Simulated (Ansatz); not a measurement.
**GdN from a semilocal functional to hybrids**

```cif
data_structure
_symmetry_space_group_name_H-M 'P 1'
_symmetry_Int_Tables_number 1
_cell_length_a 3.5348
_cell_length_b 3.5348
_cell_length_c 3.5348
_cell_angle_alpha 60.000
_cell_angle_beta 60.000
_cell_angle_gamma 60.000
_cell_volume 31.23
loop_
_atom_site_label
_atom_site_type_symbol
_atom_site_fract_x
_atom_site_fract_y
_atom_site_fract_z
_atom_site_occupancy
Gd1 Gd 0.50000 0.50000 0.50000 1
N1 N 0.00000 0.00000 0.00000 1
```

All runs: Ansatz, plane waves and PAW, scalar-relativistic (no spin–orbit coupling), 6×6×6 k-mesh, Gaussian smearing of 0.05 eV. Semilocal reference PBE +U (Gd: 6.0 eV), ferromagnetic start: gap zero (metallic on this mesh), pressure 0.4 GPa, largest spin moment 6.93 μB. The hybrids carry no U and start from the reference's converged state.

Q: What gap and pressure does B3LYP, ferromagnetic start give at this geometry?

A: Gap 0.60 eV, pressure 2.5 GPa.

Q: And the other functionals?

A: 
| functional | gap | pressure (GPa) | largest spin moment in an atom's sphere (μB) | cutoff (eV) | core-seconds |
| --- | --- | --- | --- | --- | --- |
| wPBEh, ferromagnetic start | about zero (bands touch within the smearing) | -1.2 | 6.95 | 420 | 79 |
| PBE0-type hybrid with an exact-exchange fraction of 0.1, ferromagnetic start | zero (metallic on this mesh) | -1.5 | 6.91 | 420 | 69 |
| B3LYP, ferromagnetic start | 0.60 eV | 2.5 | 6.93 | 420 | 77 |
| PBE0 + D4, ferromagnetic start | 0.67 eV | -5.5 | 6.94 | 420 | 140 |
| PBE0, ferromagnetic start | 0.67 eV | -1.8 | 6.94 | 420 | 140 |
| r2SCAN0, ferromagnetic start | 0.88 eV | -2.0 | 6.97 | 500 | 92 |
| HSE06-type hybrid with an exact-exchange fraction of 0.45 and a screening parameter of 0.1 Å⁻¹, ferromagnetic start | 1.28 eV | -3.1 | 6.97 | 420 | 79 |

The reference has no gap; B3LYP, PBE0 + D4, PBE0, r2SCAN0, HSE06-type hybrid with an exact-exchange fraction of 0.45 and a screening parameter of 0.1 Å⁻¹ open one, while wPBEh, PBE0-type hybrid with an exact-exchange fraction of 0.1 leave the cell metallic on this mesh. On shared hosts the hybrid runs at the reference's cutoff took roughly 24 to 48 times the core time of the semilocal one on the same mesh from its converged state, with some more bands.

Caveats: core times come from shared hosts and scatter; filled bands differ between k-points; gaps are read on a coarse mesh; not tested for a lower state; only parallel moments were run, and the real order may differ; state of the open shells carried from another run; stress loosely converged; where a hybrid has no gap though the reference or most hybrids have one, its exact exchange is too weak to part the bands.
